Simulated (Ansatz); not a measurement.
A generated cell, not matched to a known phase here, of ZnGa3Sb4: I-42m (No. 121), tI16; a = b = 6.105 Å, c = 12.225 Å, α = β = γ = 90.00°; Sb 8i (0.248, 0.248, 0.124); Zn 2a (0.000, 0.000, 0.000); Ga 2b (0.000, 0.000, 0.500); Ga 4d (0.000, 0.500, 0.250). Computed with r2SCAN (plane waves to 500 eV, PAW, scalar-relativistic; Ansatz, a program for electronic structure). Element references, the lowest calculated here: Zn (P6₃/mmc), Sb (R-3m), Ga (Cmce).

Give the formation energy of this I-42m form of ZnGa3Sb4 from the elements at the level r2SCAN.

-0.17 eV/atom.

A lower structure of this composition may exist, and whether it forms at all is not checked here.

Static energies, no anion corrections, no zero-point energy. Values are rounded to 0.01 eV/atom. Not shown to be the ambient phase of their composition (a lower form may be missing, and a cell relaxed within its start's symmetry can be a saddle point): ZnGa3Sb4 (I-42m). Spin-orbit coupling is missing from these energies, which matters for elements this heavy. The compounds carry no spin polarisation.
